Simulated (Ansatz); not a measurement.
Geometry optimisation in Ansatz: input, command and trajectory.

```yaml
crystal:
  lattice:
    - [-1.8831641847, 1.8831641847, 7.7605676562]
    - [1.8831641847, -1.8831641847, 7.7605676562]
    - [1.8831641847, 1.8831641847, -7.7605676562]
  atoms:
    - { symbol: Cs, position: [0.0, 0.0, 0.0] }
    - { symbol: Fe, position: [0.75, 0.25, 0.5], spin: 0.95 }
    - { symbol: Fe, position: [0.25, 0.75, 0.5], spin: 0.95 }
    - { symbol: As, position: [0.6606776495, 0.6606776495, 0.0] }
    - { symbol: As, position: [0.3393223505, 0.3393223505, 0.0] }
basis:
  ecutwfc: 420
kpoints:
  mp_grid: { grid: [14, 14, 14] }
hamiltonian:
  xc: pbesol
scf:
  occupations: { method: gaussian, width: 0.1 }
output:
  forces: true
  stress: true
  eigenvalues: true
  populations: true
magnetization:
  spin_polarized: true
relax:
  adjacent_minimum: "off"
  f_tol: 0.01
  max_steps: 30
  cell: { stress_tol: 0.1, fix: [volume] }
```

```bash
ansatz run input.yaml --threads 2 --pin off --max-ram 5120MiB --backend cpu --events-out ev --progress --plain --runs-dir out
```

Level of theory: Ansatz 0.2.0, DFT PBEsol, scalar-relativistic, plane waves, PAW.

The volume is held at 1.06 times that of the relaxed cell.

Of 5 frames 4 are shown, positions in Å and forces in eV/Å; the SCF threshold varies from step to step. Steps run on the plane waves of an earlier cell, with a Pulay correction in the pressure. The basis is chosen afresh for the last frame, the zero of the energies, and at times for earlier ones too; energy and pressure can step there, also at an unchanged geometry. Where two frames share a geometry here, they differ by under 2 meV/atom and 0.3 GPa.

```xyz
5
Lattice="-1.8832 1.8832 7.7606 1.8832 -1.8832 7.7606 1.8832 1.8832 -7.7606" Properties=species:S:1:pos:R:3:forces:R:3 pbc="T T T" step=1 free_energy_over_end_meV_per_atom=2.07 pressure_GPa=-3.60
Cs    0.0000    0.0000    0.0000    0.0000    0.0000    0.0000
Fe    0.0000    1.8832    3.8803    0.0000    0.0000    0.0000
Fe    1.8832    0.0000    3.8803    0.0000    0.0000    0.0000
As    0.0000    0.0000   10.2545    0.0000    0.0000    0.3289
As    0.0000    0.0000    5.2667    0.0000    0.0000   -0.3289
5
Lattice="-1.8801 1.8801 7.7859 1.8801 -1.8801 7.7859 1.8801 1.8801 -7.7859" Properties=species:S:1:pos:R:3:forces:R:3 pbc="T T T" step=2 free_energy_over_end_meV_per_atom=0.40 pressure_GPa=-3.01
Cs    0.0000    0.0000    0.0000    0.0000    0.0000    0.0000
Fe    0.0000    1.8801    3.8930    0.0000    0.0000    0.0000
Fe    1.8801    0.0000    3.8930    0.0000    0.0000    0.0000
As    0.0000    0.0000   10.3053    0.0000    0.0000    0.1446
As    0.0000    0.0000    5.2665    0.0000    0.0000   -0.1446
5
Lattice="-1.8796 1.8796 7.7903 1.8796 -1.8796 7.7903 1.8796 1.8796 -7.7903" Properties=species:S:1:pos:R:3:forces:R:3 pbc="T T T" step=3 free_energy_over_end_meV_per_atom=0.02 pressure_GPa=-2.56
Cs    0.0000    0.0000    0.0000    0.0000    0.0000    0.0000
Fe    0.0000    1.8796    3.8951    0.0000    0.0000    0.0000
Fe    1.8796    0.0000    3.8951    0.0000    0.0000    0.0000
As    0.0000    0.0000   10.3240    0.0000    0.0000    0.0051
As    0.0000    0.0000    5.2565    0.0000    0.0000   -0.0051
5
Lattice="-1.8807 1.8807 7.7810 1.8807 -1.8807 7.7810 1.8807 1.8807 -7.7810" Properties=species:S:1:pos:R:3:forces:R:3 pbc="T T T" step=5 free_energy_over_end_meV_per_atom=0.00 pressure_GPa=-2.56
Cs    0.0000    0.0000    0.0000    0.0000    0.0000    0.0000
Fe    0.0000    1.8807    3.8905    0.0000    0.0000    0.0000
Fe    1.8807    0.0000    3.8905    0.0000    0.0000    0.0000
As    0.0000    0.0000   10.3122    0.0000    0.0000    0.0016
As    0.0000    0.0000    5.2498    0.0000    0.0000   -0.0016
```

It took 4.2 min on 2 threads of Oxide Virtual Turin-like Processor (Zen 5), on a shared host, peak memory 1.7 GiB.

Spin-orbit coupling is left out, which matters for the bands of heavy elements. Only parallel moments were tried here.